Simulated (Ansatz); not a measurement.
The following input was run with Ansatz 0.2.0.

```yaml
crystal:
  lattice:
    - [2.1671236399, 1.2511894169, 7.2186426164]
    - [-2.1671236399, 1.2511894169, 7.2186426164]
    - [0.0, -2.5023788337, 7.2186426164]
  atoms:
    - { symbol: K, position: [0.5, 0.5, 0.5] }
    - { symbol: Na, position: [0.0, 0.0, 0.0] }
    - { symbol: Cl, position: [0.7404658, 0.7404658, 0.7404658] }
    - { symbol: Cl, position: [0.2595342, 0.2595342, 0.2595342] }
basis:
  ecutwfc: 500
kpoints:
  mp_grid: { grid: [6, 6, 6] }
hamiltonian:
  xc: r2scan
scf:
  occupations: { method: gaussian, width: 0.02 }
output:
  forces: true
  stress: true
  eigenvalues: true
```

Command:
```bash
ansatz run input.yaml --threads 1 --pin off --max-ram 1331MiB --backend cpu --events-out ev --progress --plain --runs-dir out
```

Theory: DFT r2SCAN, scalar-relativistic, plane waves, PAW (Ansatz 0.2.0).

From the run's log, abridged (final results; tables in files aren't shown):

```
SCF 1 converged in 6 iterations: F = -5206.643185 eV  dr2 = 2.02e-8
SCF converged after 6 iterations
Free energy (F): -5206.643185 eV
Harris-Foulkes:  -5206.643185 eV  (|F-HF|=2.74e-8)
Internal energy: -5206.643185 eV  (E = F + TS)
E sigma→0 (E₀):  -5206.643185 eV
Fermi energy:    2.678866 eV
--- Per-component energies (eV) ---
  E_band       = -414.917821
  E_kinetic    = 696.236540
  E_local      = -2486.408174  (includes V_loc(G=0)·N_el)
  E_nonlocal   = 184.684784
  E_hartree    = 870.524193
  E_xc         = -379.647823
  E_vxc        = -512.655379  (∫ρ·V_xc dr)
  E_paw        = -2388.754113  (= ΣΔE_a)
  E_vpaw       = -68.824762  (= ΣTr[D̂ρ^β])
  E_aug_tail   = 0.000070  (compensation charges beyond the density's cutoff)
  E_vtau       = 31.000328  (kinetic-family band-sum trace: ∫τ·v_τ [+ j·A + Jᵃ·Aᵃ] dr)
  E_ewald      = -1702.783395
  E_core_change = -0.495266  (= ΣΔE_core)
  E_smearing   =  0.000000  (= −TS)
--- Forces (eV/Å), atoms counted from 1 ---
  atom   1  K      0.00000000     0.00000000     0.00000000
  atom   2  Na     0.00000000     0.00000000     0.00000000
  atom   3  Cl     0.00000000     0.00000000     0.06499451
  atom   4  Cl     0.00000000     0.00000000    -0.06499451
--- Stress (GPa, compression-positive) ---
       -1.845811       0.000000       0.000000
        0.000000      -1.845811       0.000000
        0.000000       0.000000      -2.061251
  P = ⅓ Tr σ = -1.9176 GPa (-19.176 kbar)
--- Band table (eV; the first three rows and the last of 32) ---
  k-point 0: bands = ["-51.2990", "-28.5663", "-21.7176", "-21.6949", "-21.6949", "-12.8056", "-12.7796", "-11.2604", "-11.2604", "-11.0987", "-1.2614", "-0.2679", "-0.2679", "-0.0317", "-0.0310", "-0.0310", "5.3887", "7.7092", "8.4413", "9.5351"]
  k-point 1: bands = ["-51.2990", "-28.5642", "-21.7171", "-21.6968", "-21.6953", "-12.7965", "-12.7433", "-11.2681", "-11.2626", "-11.1302", "-1.1408", "-0.4578", "-0.3363", "-0.3126", "-0.0921", "-0.0796", "5.9992", "7.9840", "8.6246", "9.3488"]
  k-point 2: bands = ["-51.2989", "-28.5599", "-21.7161", "-21.7003", "-21.6960", "-12.7607", "-12.6866", "-11.2836", "-11.2769", "-11.1826", "-1.0174", "-0.8200", "-0.6753", "-0.4072", "-0.2304", "-0.1644", "7.2724", "7.8001", "9.2120", "9.3592"]
  k-point 31: bands = ["-51.2990", "-28.5663", "-21.7176", "-21.6949", "-21.6949", "-12.9041", "-12.6699", "-11.2604", "-11.2604", "-11.1120", "-0.8908", "-0.5349", "-0.1710", "-0.1710", "-0.1331", "-0.1331", "6.5987", "6.7013", "8.0918", "9.7206"]
```

Self-consistency was reached.